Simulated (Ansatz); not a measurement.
YSe:
```
YSe
1.0
    0.00000     2.87935     2.87935
    2.87935     0.00000     2.87935
    2.87935     2.87935     0.00000
Y Se
1 1
Direct
  0.50000   0.50000   0.50000
  0.00000   0.00000   0.00000
```

This is the r²SCAN-relaxed structure.

Problem. All from r²SCAN in the plane-wave PAW code Ansatz, unless another level is named. Predict the electronic character.

Solution. metallic (no gap).

Problem. What about the formation energy from the elements (no fitted shifts)?

Solution. -2.03 eV/atom.

Problem. Next, the density of states at the Fermi level?

Solution. 0.50 states/eV per atom (mean over ±0.08 eV).

Space group Fm-3m (rock salt). The workflow started from a Materials Project entry (that database holds measured and hypothetical structures alike); the Crystallography Open Database files this formula in space group No. 225, but the cells were not matched. Its standing as an ambient phase is unchecked. Symmetry was held in the r²SCAN relaxation; its stability against distortions is not shown here. The run is not spin-polarised. With an odd number of electrons in the cell and no spin polarisation, the count alone makes it a metal. The references are the lowest solids computed at this level, not always the standard phases. Spin–orbit coupling is left out wherever it is not named.

Potentials: the later of the program's two PAW sets.
